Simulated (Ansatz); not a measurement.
Total density of states per atom from plane-wave PAW PBE (Ansatz code), in 0.25 eV bins, energy from the Fermi level:

```
E (eV) | states/eV/atom
    -7.85 | ## 0.15
    -7.60 | ### 0.16
    -7.35 | ### 0.16
    -7.10 | ### 0.17
    -6.85 | ### 0.20
    -6.60 | #### 0.24
    -6.35 | ##### 0.31
    -6.10 | ####### 0.41
    -5.85 | ######## 0.49
    -5.60 | ####### 0.40
    -5.35 | ###### 0.38
    -5.10 | ###### 0.37
    -4.85 | ## 0.15
    -4.60 | ## 0.15
    -4.35 | ##### 0.31
    -4.10 | ########### 0.64
    -3.85 | ############## 0.83
    -3.60 | ############# 0.78
    -3.35 | ################ 0.98
    -3.10 | ############### 0.88
    -2.85 | ############################## 1.80
    -2.60 | ##################### 1.28
    -2.35 | ########## 0.62
    -2.10 | ################### 1.15
    -1.85 | ################### 1.16
    -1.60 | ##################### 1.28
    -1.35 | ######################## 1.45
    -1.10 | ########################## 1.58
    -0.85 | ############## 0.81
    -0.60 | ##### 0.27
    -0.35 | ################ 0.99
    -0.10 | ################# 1.00
     0.15 | ########## 0.62
     0.40 | ######## 0.46
     0.65 | ##### 0.31
     0.90 | ##### 0.29
     1.15 | ####### 0.41
     1.40 | ####### 0.43
     1.65 | ####### 0.39
     1.90 | ###### 0.37
     2.15 | ###### 0.38
     2.40 | ##### 0.31
     2.65 | #### 0.27
     2.90 | #### 0.24
     3.15 | #### 0.23
     3.40 | #### 0.24
     3.65 | ##### 0.30
     3.90 | ####### 0.45
     4.15 | ######## 0.47
     4.40 | ######## 0.45
     4.65 | ####### 0.44
```

Question: Which compound is it?
A) Al, I4/mcm (Al on 8h)
B) AlCo, R-3m (Al on 3b, Co on 3a)
C) AlRu, Cmcm (Al on 4c, Ru on 4c)
D) SnO2, rutile

Answer: C, AlRu, Cmcm (Al on 4c, Ru on 4c). Within 0.5 eV of the Fermi level: Ru 4d 90 %, Al 3p 7 %. Projections are on Löwdin-orthogonalised atomic valence shells; empty p or d shells of many metals are not among them.

The start of the workflow was typed in or built on a structure type; neither database checked (COD, Materials Project) lists it. COD files the formula under space group No. 221, so this cell is another polymorph or a model. Whether it is the stable phase at ambient conditions was not checked. Symmetry was held in the PBE relaxation; its stability against distortions is not shown here. No spin polarisation was allowed. Spin–orbit coupling is left out wherever it is not named.

Potentials: the later of the program's two PAW sets.
